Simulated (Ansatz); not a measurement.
**An O vacancy in rutile PbO2, 71 atoms, charge +2**

These are results of Ansatz, DFT, PBEsol, PAW, plane waves, not measurements.

Command:

```sh
ansatz run in.yaml --threads 8 --pin off --max-ram 118750MiB --runs-dir r --events-out ev --progress --plain --backend cuda --devices 0, --max-vram 170GiB
```

The input less its lattice and atoms:

```yaml
crystal:
  symmetry: { detect: false }
kpoints:
  mp_grid: { grid: [1, 1, 1], shift: [0.25, 0.25, 0.25] }
hamiltonian:
  xc: pbesol
total_charge: 2
scf:
  occupations: { method: fermi_dirac, width: 0.01 }
relax:
  f_tol: 0.03
  max_steps: 80
  escape_saddle: false
  adjacent_minimum: "off"
output:
  forces: true
  eigenvalues: true
  populations: true
  charged_corrections: { epsilon: 25 }
```

Start:

```xyz
71
Lattice="9.9945 0.0000 0.0000 0.0000 9.9945 0.0000 0.0000 0.0000 10.2294" Properties=species:S:1:pos:R:3 pbc="T T T"
Pb    0.0242    9.9802    0.0164
Pb    0.0643    0.0374    3.4039
Pb    0.0336    0.0024    6.8252
Pb    9.9821    4.9864    0.0244
Pb    9.9862    4.9673    3.4286
Pb    9.9825    4.9776    6.8300
Pb    4.9824    0.0014    0.0091
Pb    5.0303    9.9835    3.3936
Pb    4.9949    9.9910    6.7887
Pb    5.0027    5.0015   10.2204
Pb    5.0080    4.9869    3.4369
Pb    4.9780    4.9769    6.8030
Pb    2.4934    2.5280    1.6896
Pb    2.5120    2.4875    5.0986
Pb    2.5328    2.4992    8.5305
Pb    2.5098    7.4528    1.7301
Pb    2.4649    7.4529    5.0831
Pb    2.5013    7.4575    8.5212
Pb    7.4906    2.4964    1.6873
Pb    7.5024    2.4683    5.1184
Pb    7.5128    2.4657    8.5225
Pb    7.5098    7.4847    1.7066
Pb    7.5172    7.4589    5.0987
Pb    7.4819    7.5257    8.5459
O     1.5559    1.5113   10.2061
O     1.5578    1.5326    3.4364
O     1.5280    1.5691    6.7845
O     1.5581    6.5398   10.2082
O     1.5239    6.5378    3.4053
O     1.5148    6.5564    6.8338
O     6.5308    1.5445    0.0038
O     6.5542    1.5366    3.4014
O     6.4993    1.5157    6.8425
O     6.5329    6.5366    0.0001
O     6.4975    6.5733    3.4312
O     6.5017    6.5414    6.8259
O     3.4564    3.4991   10.2044
O     3.4845    3.4646    3.4277
O     3.4251    3.4397    6.8187
O     3.4786    8.4818    0.0151
O     3.4491    8.4364    3.3929
O     3.4779    8.4965    6.8613
O     8.4392    3.4402   10.2286
O     8.4449    3.4518    3.4095
O     8.4920    3.4458    6.8293
O     8.4566    8.4626    0.0013
O     8.4557    8.4663    3.4285
O     8.4323    8.4506    6.8260
O     0.9650    4.0254    1.7194
O     0.9207    4.0699    5.1199
O     0.9617    4.0596    8.5016
O     0.9835    9.0403    1.7102
O     0.9550    9.0508    5.1399
O     0.9730    9.0386    8.5094
O     5.9500    4.0205    1.7239
O     5.9582    4.0087    8.5076
O     5.9635    9.0239    1.7154
O     5.9344    9.0414    5.1261
O     5.9253    9.0486    8.4967
O     4.0323    0.9822    1.7412
O     4.0191    0.9866    5.1419
O     4.0520    0.9318    8.5515
O     4.0222    5.9674    1.7163
O     4.0283    5.9830    5.1151
O     4.0337    5.9654    8.5092
O     9.0433    0.9347    1.7028
O     9.0659    0.9336    5.1250
O     9.0162    0.9578    8.5245
O     9.0518    5.9409    1.6894
O     9.0434    5.9774    5.1217
O     9.0443    5.9534    8.5270
```

Steps:

```csv
step,energy less the first (eV),largest force component (eV/Å)
start,0.000,2.083
1,-1.435,0.610
2,-1.726,0.148
3,-1.763,0.054
4,-1.765,0.018
```

End:

```
Pb O
1.0
     9.99445    0.00000    0.00000
     0.00000    9.99445    0.00000
     0.00000    0.00000   10.22941
Pb O
24 47
Direct
  0.99282 0.00696 0.00023
  0.00496 0.99461 0.33212
  0.00514 0.99485 0.66832
  0.00128 0.49789 0.00033
  0.00043 0.50061 0.33424
  0.00057 0.50051 0.66647
  0.50205 0.99861 0.00009
  0.49943 0.99940 0.33395
  0.49930 0.99952 0.66618
  0.50345 0.49641 0.00025
  0.48667 0.51280 0.31987
  0.48705 0.51319 0.68056
  0.25051 0.24816 0.16661
  0.24990 0.24962 0.50016
  0.25084 0.24839 0.83376
  0.24631 0.75360 0.16501
  0.25144 0.74850 0.50021
  0.24632 0.75360 0.83546
  0.74818 0.25178 0.16876
  0.76506 0.23493 0.50023
  0.74813 0.25178 0.83169
  0.75140 0.74896 0.16670
  0.75018 0.74989 0.50023
  0.75166 0.74930 0.83380
  0.15202 0.15340 0.00006
  0.15481 0.15457 0.33333
  0.15432 0.15542 0.66718
  0.15057 0.65534 0.00032
  0.16546 0.64473 0.33365
  0.16497 0.64528 0.66696
  0.65144 0.15787 0.00029
  0.64360 0.16653 0.33988
  0.64339 0.16690 0.66054
  0.65412 0.65444 0.00009
  0.65719 0.64262 0.33615
  0.65719 0.64309 0.66443
  0.34493 0.34630 0.00034
  0.35645 0.34298 0.33593
  0.35695 0.34296 0.66428
  0.34398 0.84991 0.00016
  0.35426 0.83536 0.33349
  0.35479 0.83484 0.66677
  0.84174 0.34879 0.00014
  0.83287 0.35667 0.33986
  0.83331 0.35643 0.66060
  0.84610 0.84808 0.00038
  0.84422 0.84575 0.33322
  0.84493 0.84536 0.66704
  0.09309 0.39921 0.16888
  0.09171 0.39860 0.50025
  0.09428 0.40029 0.83184
  0.09381 0.90526 0.16424
  0.09899 0.90058 0.50023
  0.09424 0.90570 0.83621
  0.59435 0.40638 0.16936
  0.59320 0.40526 0.83114
  0.59935 0.90535 0.16855
  0.60113 0.90801 0.50019
  0.60035 0.90642 0.83153
  0.40386 0.09403 0.16731
  0.39510 0.08695 0.50003
  0.40357 0.09362 0.83290
  0.39970 0.60059 0.15618
  0.41354 0.58660 0.50020
  0.39993 0.60076 0.84428
  0.90163 0.09843 0.17242
  0.91234 0.08793 0.50020
  0.90166 0.09847 0.82806
  0.90657 0.59661 0.16757
  0.91312 0.60497 0.50038
  0.90625 0.59644 0.83307
```

The run converged.

Time: 4.2 s of wall time on one NVIDIA GB200 with 8 processor threads, on a host shared with other runs; peak host memory 1.9 GiB.

How much energy did the relaxation gain, and which atom moved most?

1.77 eV in 4 steps, from a start with small random displacements; atom 11 (Pb) moved 0.26 Å, the median atom 0.06 Å (drift of the whole cell removed).
